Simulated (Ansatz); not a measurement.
SiB2Mo2 in space group Cmmm (No. 65; Si on 2a, Mo on 4j, B on 4i) under volume change, DFT-PBE in the program Ansatz with PAW potentials, shape and atoms relaxed at each volume.

```tsv
V (Å³/atom)	E − E(relaxed) (meV/atom)	P (GPa)
10.110	[?]	[?]
10.433	[?]	[?]
10.755	0.0	0.01
11.078	7.2	-7.00
11.401	27.6	-13.01
```

Task: Some entries are withheld; supply them.

Result: 
- 10.110, E − E(relaxed) (meV/atom): 34.5
- 10.110, P (GPa): 18.00
- 10.433, E − E(relaxed) (meV/atom): 8.2
- 10.433, P (GPa): 8.37

Task: What does a third-order Birch–Murnaghan fit give for V₀, B₀ and B′?

Result: V₀ = 10.76 Å³/atom, B₀ = 254 GPa, B′ = 4.3.

The start of the workflow was typed in or built on a structure type; neither database checked (COD, Materials Project) lists it. Whether it is the stable phase at ambient conditions was not checked. The PBE relaxation kept the symmetry of its start; its stability against distortions is not shown here. The run is not spin-polarised.

Potentials: the later of the program's two PAW sets.
